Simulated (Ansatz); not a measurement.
Mo₂P₃O₁₁:
```
CELL_PARAMETERS angstrom
      5.97401     4.36100     0.00000
     -5.97401     4.36100     0.00000
     -3.73874     0.00000     8.25657
ATOMIC_POSITIONS crystal
  Mo 0.61455 0.86469 0.96028
  Mo 0.86469 0.61455 0.53972
  Mo 0.38545 0.13531 0.03972
  Mo 0.13531 0.38545 0.46028
  P  0.82883 0.04490 0.28635
  P  0.04490 0.82883 0.21365
  P  0.95510 0.17117 0.78635
  P  0.17117 0.95510 0.71365
  P  0.53859 0.53859 0.75000
  P  0.46141 0.46141 0.25000
  O  0.72636 0.55282 0.70663
  O  0.55282 0.72636 0.79337
  O  0.65929 0.03424 0.12948
  O  0.03424 0.65929 0.37052
  O  0.22020 0.12207 0.57209
  O  0.12207 0.22020 0.92791
  O  0.87793 0.77980 0.07209
  O  0.77980 0.87793 0.42791
  O  0.96576 0.34071 0.62948
  O  0.34071 0.96576 0.87052
  O  0.47981 0.63757 0.10455
  O  0.63757 0.47981 0.39545
  O  0.36243 0.52019 0.60455
  O  0.52019 0.36243 0.89545
  O  0.75457 0.11436 0.81554
  O  0.11436 0.75457 0.68446
  O  0.27364 0.44718 0.29337
  O  0.44718 0.27364 0.20663
  O  0.98697 0.98697 0.75000
  O  0.88564 0.24543 0.31554
  O  0.24543 0.88564 0.18446
  O  0.01303 0.01303 0.25000
```
The run is spin-polarised; directions of the spins, atom by atom: ↑ ↑ ↑ ↑ 0 0 0 0 0 0 0 0 0 0 0 0 0 0 0 0 0 0 0 0 0 0 0 0 0 0 0 0.

Relaxed with r²SCAN. Special points in fractions of this cell's reciprocal vectors: Γ (0.000, 0.000, 0.000); C (0.411, 0.411, 0.000); C2 (-0.411, 0.589, 0.000); Y2 (-0.500, 0.500, 0.000); M2 (-0.500, 0.500, 0.500); D (-0.323, 0.677, 0.500); D2 (0.323, 0.323, 0.500); A (0.000, 0.000, 0.500); L2 (0.000, 0.500, 0.500); V2 (0.000, 0.500, 0.000).

Problem. List the band energies nearest the Fermi level at these points for plane-wave PAW r²SCAN (Ansatz code).

Solution. In eV from the Fermi level; about four levels below and three above (degenerate sets whole), none deeper than 8.9 eV; points with the same levels are listed once.

```csv
k,below,above
Γ ↑,-0.38 -0.18 -0.05 -0.02,0.32 2.78 2.85
C ↑,-0.52 -0.34 -0.15 -0.12,0.03 0.38 2.68
Y2 ↑,-0.29 -0.19 -0.04 -0.02,0.41 2.59 2.73
M2 ↑,-0.45 -0.45 -0.16 -0.16,0.17 0.17 2.93 2.93
D ↑,-0.45 -0.45 -0.15 -0.15,0.20 0.20 2.71 2.71
A ↑,-0.55 -0.55 -0.05 -0.05,0.14 0.14 2.96 2.96
L2 ↑,-0.45 -0.45 -0.24 -0.05,0.20 0.21 2.69
V2 ↑,-0.45 -0.41 -0.26 -0.03,0.08 0.23 2.94
Γ ↓,-3.13 -3.08 -3.06 -2.76,1.53 1.79 1.82
C ↓,-3.15 -2.93 -2.91 -2.80,1.53 1.66 1.83
Y2 ↓,-3.14 -2.93 -2.93 -2.79,1.52 1.63 1.82
M2 ↓,-3.05 -3.05 -2.93 -2.93,1.73 1.73 1.86 1.86
D ↓,-3.00 -3.00 -2.91 -2.91,1.71 1.71 1.87 1.87
A ↓,-3.08 -3.08 -2.98 -2.98,1.72 1.72 1.93 1.93
L2 ↓,-3.09 -2.98 -2.92 -2.88,1.68 1.74 1.82
V2 ↓,-3.14 -2.95 -2.94 -2.83,1.70 1.72 1.83
```

Space group C2/c. The workflow started from a Materials Project entry (that database holds measured and hypothetical structures alike); the Crystallography Open Database copy checked does not list it. Whether it is the stable phase at ambient conditions was not checked. The r²SCAN relaxation kept the symmetry of its start; whether a distortion lowers the energy is not shown. Magnetic state: ferromagnetic, the only order run, not a proven ground state. Other orbital occupations within this spin state were not tried. No Hubbard U is applied. Spin–orbit coupling is left out wherever it is not named.

Potentials: the later of the program's two PAW sets.
